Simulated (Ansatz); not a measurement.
Field gradients of CO₂ from run to run

Cell of run 1: an entry of the Crystallography Open Database (COD), atoms as given.

Space group Pa-3 (No. 205); a = 5.6240 Å.

```csv
site,Wyckoff,site symmetry,x,y,z
C,4a,.-3.,0.0000,0.0000,0.0000
O,8c,.3.,0.1185,0.1185,0.1185
```

One atom of each set is listed.

Relaxed positions (PBE, cell held):

C (0.0000, 0.0000, 0.0000)
O (0.1199, 0.1199, 0.1199)

All runs are DFT with Ansatz 0.2.0 (plane waves and PAW, scalar-relativistic unless spin–orbit coupling is named, Γ-centred meshes, Fermi–Dirac smearing where given) in this cell.

Run 1: PBE, atoms as given; 420 eV, 4×4×4 k-points, smearing 0.02 eV.
Run 2: PBE, atoms relaxed; 420 eV, 4×4×4 k-points, smearing 0.02 eV.
Run 3: r2SCAN, at the relaxed atoms; 500 eV, 4×4×4 k-points, smearing 0.02 eV.

```tsv
run	C V_zz (η)	O V_zz (η)
1	-2.99 (0.00)	6.54 (0.00)
2	-2.92 (0.00)	7.18 (0.00)
3	?	?
```

V_zz in 10²¹ V/m².

**Question.** Estimate the row of run 3.

**Answer.** C: -3.55 (0.00); O: 7.74 (0.00). It lies nearest to run 2, from whose tensors on these sites it differs by 0.63 at most (largest principal value of the difference, on C). Taken one at a time, the positions of the atoms (as given or relaxed) move the tensors on these sites by up to 0.64 (largest principal value of the change, on O), the functional (r2SCAN with its higher cutoff) by 0.63 (C).

In runs 1, 3 the atoms aren't at the calculated equilibrium (largest force 1.5, 0.85 eV/Å). The cell isn't the equilibrium one in run 1 (calculated pressure 5 GPa), and the entry's cell may itself be off.
